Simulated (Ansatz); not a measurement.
GaN in space group P6_3/mmc (No. 194; Ga on 2d, N on 2b), LDA in the plane-wave PAW code Ansatz. The conduction-band minimum lies at Γ, with 1 equivalent valley. Second derivatives d²E/dk² of the lowest band at one valley (eV·Å²), along Cartesian directions:

```
direction  d²E/dk²
---------  -------
[100]        37.51
[010]        37.51
[001]        21.07
[110]        37.51
[101]        29.31
[011]        29.31
```

### Question
Find the principal effective masses, the density-of-states mass and the conductivity mass.

### Answer
Off-diagonal terms follow from H_xy = H[110] − (H_xx + H_yy)/2, and m*/mₑ = 7.620 eV·Å² over each eigenvalue: 0.20, 0.20, 0.36. One valley's DOS mass (m₁m₂m₃)^(1/3) = 0.25, conductivity mass 3/(Σ 1/mᵢ) = 0.24 mₑ.

### Question
What effective density of states Nc follows at 300 K for parabolic valleys?

### Answer
Nc = 2.509e19 × 1 × (0.25)^(3/2) ≈ 3.1e18 cm⁻³.

The workflow started from a Materials Project entry (that database holds measured and hypothetical structures alike); the Crystallography Open Database copy checked does not list it. It is not the phase usual at ambient conditions (space group No. 186, 216). The cell was relaxed with LDA under the symmetry of its start; phonons on a q-mesh show weakly imaginary modes. A crystal of weakly bound layers computed without a dispersion correction: the cell and the soft elastic constants depend strongly on that. Scalar-relativistic: spin–orbit coupling is off unless named, which matters more the heavier the elements.

Potentials: the later of the program's two PAW sets.

Edges and masses are those of Kohn–Sham bands, whose gap is no quasiparticle gap.
